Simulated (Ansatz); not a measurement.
BaS:
```
CELL_PARAMETERS angstrom
      0.00000     3.21427     3.21427
      3.21427     0.00000     3.21427
      3.21427     3.21427     0.00000
ATOMIC_POSITIONS crystal
  Ba 0.00000 0.00000 0.00000
  S  0.50000 0.50000 0.50000
```

Relaxed with PBE. Special points in fractions of this cell's reciprocal vectors: Γ (0.000, 0.000, 0.000); X (0.500, 0.000, 0.500); U (0.625, 0.250, 0.625); K (0.375, 0.375, 0.750); L (0.500, 0.500, 0.500); W (0.500, 0.250, 0.750).

Question: List the band energies nearest the valence-band maximum at these points for the program Ansatz at the PBE level (PAW).

Answer: In eV from the valence-band maximum; about four levels below and three above (degenerate sets whole), none deeper than 8.9 eV; points with the same levels are listed once.

| k | below | above |
|---|---|---|
| Γ | 0.00 0.00 0.00 | 3.59 3.96 3.96 3.96 |
| X | -0.47 -0.12 -0.12 | 2.23 5.97 6.00 |
| U | -0.87 -0.54 -0.48 | 3.34 5.86 6.56 |
| L | -1.82 -0.98 -0.98 | 5.50 5.57 6.33 6.33 |
| W | -1.03 -0.44 -0.44 | 4.28 4.28 6.27 |

Space group Fm-3m (rock salt). The PBE relaxation kept the symmetry of its start. Scalar-relativistic: spin–orbit coupling is off unless named, which matters more the heavier the elements.

Potentials: the later of the program's two PAW sets.
